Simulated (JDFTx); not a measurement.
System: HfB2(0001) (P6/mmm bulk; lattice of mp-1994, not re-optimised at this level), 1x1 cell of 8 atoms in 5 planes (B outermost, slab composition Hf2B6), area 8.50 Å² a face, 6.8 Å between the outermost planes in a cell 23.0 Å high; k mesh 8×8×1, Fermi width 0.01 Ha, no spin polarisation. Whether this polymorph is the ambient one wasn't checked. Neither spin polarisation nor a larger cell was tried.

Level of theory: PBE, GBRV ultrasoft potentials, plane waves to 20/100 Ha; code: JDFTx (a modified build). Liquid: CANDLE, water, 1 M NaCl. Between zero charge and 0.51 V from it the run gives σ = 5.7 μC/cm², a mean capacitance of 11.1 μF/cm². The liquid has ε = 78.4, a 1:1 salt at 1 M with linear (Debye) response, and T = 298 K.

A calculation by hand: the Debye length, the diffuse-layer capacitance, and the inner capacitance that is left when the two stand in series.

Each ion has density c = 1 × 6.022×10⁻⁴ = 6.022e-04 Å⁻³. λ² = ε kT / (8π (e²/4πε₀) c) with kT = 0.02568 eV and e²/4πε₀ = 14.40 eV Å gives λ = 3.04 Å; the log prints 3.04 Å. C_diffuse = ε₀ε/λ = 228 μF/cm². Then 1/C_inner = 1/11.1 − 1/228, so C_inner = 11.7 μF/cm², which equals a vacuum gap of ε₀/C_inner = 0.76 Å. The diffuse layer takes 5 % of the potential drop; the rest lies between the electrode's charge and the onset of the dielectric, with the electrode's own (quantum) capacitance in it. The split is a model: in the calculation solvent and ions share one smooth cavity.
